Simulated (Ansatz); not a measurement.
## Relaxing a structure of ZnCu₂SnS₄

The start is a relaxed ZnCu2SnS4 cell with every coordinate shifted by Gaussian noise of σ = 0.1 Å. A full variable-cell relaxation at zero pressure is run with PBE (plane waves to 420 eV, PAW, scalar-relativistic; Ansatz, a program for electronic structure). The first steps use a coarse 5×5×6 k-mesh.

Starting cell:
```
CELL_PARAMETERS angstrom
     -2.73464     2.73464     5.46650
      2.73464    -2.73464     5.46650
      2.73464     2.73464    -5.46650
ATOMIC_POSITIONS crystal
  Cu 0.99632 0.97382 0.99941
  Cu 0.74836 0.26660 0.50757
  Zn 0.24925 0.74718 0.51333
  Sn 0.48736 0.49528 0.97878
  S  0.61507 0.61566 0.51565
  S  0.06022 0.09187 0.42938
  S  0.36404 0.86778 0.98494
  S  0.89189 0.36812 0.96909
```

Problem. What is the largest force in the starting geometry, and on which atom (counted from 1)?

Solution. About 2.1 eV/Å, on Sn4 (atoms numbered as listed).

Problem. By how much does the energy per atom fall from start to end?

Solution. 0.09 eV/atom.

Problem. Is the parent structure recovered?

Solution. It relaxes back to the parent, I-4 (No. 82).

Final structure:

Space group I-4 (No. 82); a = b = 5.4683 Å, c = 10.9363 Å, α = β = γ = 90.00°

```tsv
atom	site	symmetry	x	y	z
Cu	2c	-4..	0.0000	0.5000	0.2500
Cu	2b	-4..	0.0000	0.0000	0.5000
Zn	2a	-4..	0.0000	0.0000	0.0000
Sn	2d	-4..	0.5000	0.0000	0.2500
S	8g	1	0.2337	0.2584	0.3794
```
(The calculation used a cell of 8 atoms; values per cell refer to that cell.)

Final values are on a 9×9×9 k-mesh of the relaxed cell. No spin polarisation in the result.
